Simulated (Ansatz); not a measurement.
A surface is cut from this relaxed crystal of Al:

```cif
data_structure
_symmetry_space_group_name_H-M 'P 1'
_symmetry_Int_Tables_number 1
_cell_length_a 2.8168
_cell_length_b 2.8168
_cell_length_c 2.8168
_cell_angle_alpha 60.000
_cell_angle_beta 60.000
_cell_angle_gamma 60.000
_cell_volume 15.80
loop_
_atom_site_label
_atom_site_type_symbol
_atom_site_fract_x
_atom_site_fract_y
_atom_site_fract_z
_atom_site_occupancy
Al1 Al 0.00000 0.00000 0.00000 1
```

Miller indices refer to the conventional cell of Fm-3m (No. 225), a = 3.984 Å, b = 3.984 Å, c = 3.984 Å, α = 90.00°, β = 90.00°, γ = 90.00°.

The (111) slab of 5 planes, 9.2 Å thick with 15 Å of vacuum as cut; outer planes Al (top) and Al (bottom).

The calculation used DFT LDA, scalar-relativistic, plane waves, PAW (Ansatz 0.2.0). Cutoff 420 eV; k points 12×12×1 on the computed 5-atom cell (Γ-centred); Gaussian smearing, width 0.10 eV; no spin polarisation. A dipole correction removes the field between periodic images along c.

Results for the relaxed slab:

```json
{"Surface energy (mean of both faces)": "0.99 J/m²", "Work function": "4.28 eV"}
```

Relaxation lowers the energy by 0.004 J/m² a face; the largest move is 0.042 Å.

| plane (bottom to top) | atoms | spacing to next, bulk (Å) | relaxed (Å) | change (%) |
| --- | --- | --- | --- | --- |
| 1 | Al | 2.300 | 2.334 | +1.5 |
| 2 | Al | 2.300 | 2.308 | +0.3 |
| 3 | Al | 2.300 | 2.308 | +0.3 |
| 4 | Al | 2.300 | 2.334 | +1.5 |
| 5 | Al |  |  |  |